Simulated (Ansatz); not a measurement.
MoP:
```
CELL_PARAMETERS angstrom
      5.38956     0.00000     0.00000
     -2.69478     4.66749     0.00000
      0.00000     0.00000     3.93755
ATOMIC_POSITIONS crystal
  Mo 0.50000 0.00000 0.00000
  Mo 0.50000 0.50000 0.00000
  Mo 0.00000 0.50000 0.00000
  P  0.00000 0.00000 0.00000
  P  0.33333 0.66667 0.50000
  P  0.66667 0.33333 0.50000
```

Relaxed with PBE. Special points in fractions of this cell's reciprocal vectors: Γ (0.000, 0.000, 0.000); M (0.500, 0.000, 0.000); K (0.333, 0.333, 0.000); A (0.000, 0.000, 0.500); L (0.500, 0.000, 0.500); H (0.333, 0.333, 0.500).

**Question.** List the band energies nearest the Fermi level at these points for plane-wave PAW PBE (Ansatz code).

**Answer.** In eV from the Fermi level; about four levels below and three above (degenerate sets whole), none deeper than 8.9 eV; points with the same levels are listed once.

```
k                          below                above
-  -----------------------------  -------------------
Γ        -3.03 -2.41 -2.41 -0.19  0.31 0.31 0.56 0.56
M        -2.45 -1.21 -1.08 -0.92       0.51 0.56 0.59
K  -2.33 -2.33 -0.62 -0.62 -0.18       1.39 1.39 1.51
A        -2.46 -2.39 -0.20 -0.20  0.19 0.19 0.87 0.87
L        -1.47 -0.69 -0.25 -0.11       0.26 0.50 0.59
H  -0.30 -0.30 -0.15 -0.12 -0.12  0.72 1.74 3.36 3.36
```

Space group P6/mmm. The cell is a constructed one: a structure type filled with these elements; neither database checked (COD, Materials Project) lists it. COD files the formula under space group No. 187, so this cell is another polymorph or a model. Whether it is the stable phase at ambient conditions was not checked. The cell was relaxed with PBE under the symmetry of its start; whether a distortion lowers the energy is not shown. The run is not spin-polarised. Spin–orbit coupling is left out wherever it is not named.

Potentials: the later of the program's two PAW sets.
